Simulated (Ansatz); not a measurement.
Input:

VN (rock salt), conventional cell a = 4.1169 Å, b = 4.1169 Å, c = 4.1169 Å, α = 90.00°, β = 90.00°, γ = 90.00°. The calculation uses the primitive cell of 2 atoms, to which meshes and values per cell refer.

The volume is varied about the relaxed value V₀ at fixed cell shape. Symmetry pins the atoms to their sites.

Calculation: PBE (plane waves to 420 eV, PAW, scalar-relativistic; Ansatz, a program for electronic structure). k mesh 19×19×19 (Γ-centred), Fermi-Dirac smearing 0.05 eV. Energies are smeared free energies. Stress and pressure are positive under compression. The PAW data are Ansatz's earlier set. VN is run without spin polarisation. VN was relaxed with its symmetry unable to fall. The zero of ΔE is the relaxed starting cell.

The scan covers V/V₀ from 0.900 to 1.100 in 13 points.

Question: What bulk modulus B₀ follows from a third-order Birch-Murnaghan fit?

Answer: 314 GPa.

Question: What is the fitted pressure derivative B₀′?

Answer: 4.3.

(Under strain, the slope of the energy per volume gives the stress and its curvature an elastic modulus.)
